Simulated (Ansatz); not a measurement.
VBiO₄:
```
CELL_PARAMETERS angstrom
     -2.53150     2.53150     5.71529
      2.53150    -2.53150     5.71529
      2.53150     2.53150    -5.71529
ATOMIC_POSITIONS crystal
  V  0.50000 0.50000 0.00000
  V  0.25000 0.75000 0.50000
  Bi 0.00000 0.00000 0.00000
  Bi 0.75000 0.25000 0.50000
  O  0.17082 0.56091 0.89143
  O  0.31091 0.91949 0.89010
  O  0.66949 0.27939 0.10857
  O  0.02939 0.42082 0.10990
  O  0.57918 0.68909 0.60857
  O  0.43909 0.33051 0.60990
  O  0.08051 0.97061 0.39143
  O  0.72061 0.82918 0.39010
```

Relaxed with LDA.

Question: Give the optical modes at the zone centre with their infrared activity from DFPT, LDA in the plane-wave PAW code Ansatz.

Answer: Transverse frequencies, without the LO–TO term; a row sums one degenerate level.

```
ω (cm⁻¹)  degeneracy  IR ((D/Å)²/amu)     activity  symmetry
--------  ----------  ---------------  -----------  --------
80                 2             0.00  IR-inactive        Eg
94                 1             0.00  IR-inactive        Bg
99                 1            21.72           IR        Au
124                1             0.00  IR-inactive        Bg
131                2            44.58           IR        Eu
140                2             0.00  IR-inactive        Eg
142                2            31.82           IR        Eu
219                1             0.00  IR-inactive        Ag
263                1             6.69           IR        Au
263                1             0.00  IR-inactive        Bu
274                2             0.00  IR-inactive        Eg
335                2            13.32           IR        Eu
346                1             0.00  IR-inactive        Ag
352                1             0.00  IR-inactive        Bg
380                1             0.00  IR-inactive        Bg
388                2             0.00  IR-inactive        Eg
417                1             8.65           IR        Au
455                1             0.00  IR-inactive        Bu
718                2           255.14           IR        Eu
723                2             0.00  IR-inactive        Eg
728                1            73.26           IR        Au
753                1             0.00  IR-inactive        Bg
814                1             0.00  IR-inactive        Bu
824                1             0.00  IR-inactive        Ag
```

Question: How high does the top mode go among those that the LO–TO term moves?

Answer: 887 cm⁻¹ for q along x, 887 cm⁻¹ for q along y, 847 cm⁻¹ for q along z.

Space group I4_1/a. The cell was relaxed with LDA under the symmetry of its start; of distortions, only those at the zone centre were tested. No spin polarisation was allowed. No Hubbard U is applied. Spin–orbit coupling is left out wherever it is not named.

Potentials: the later of the program's two PAW sets.
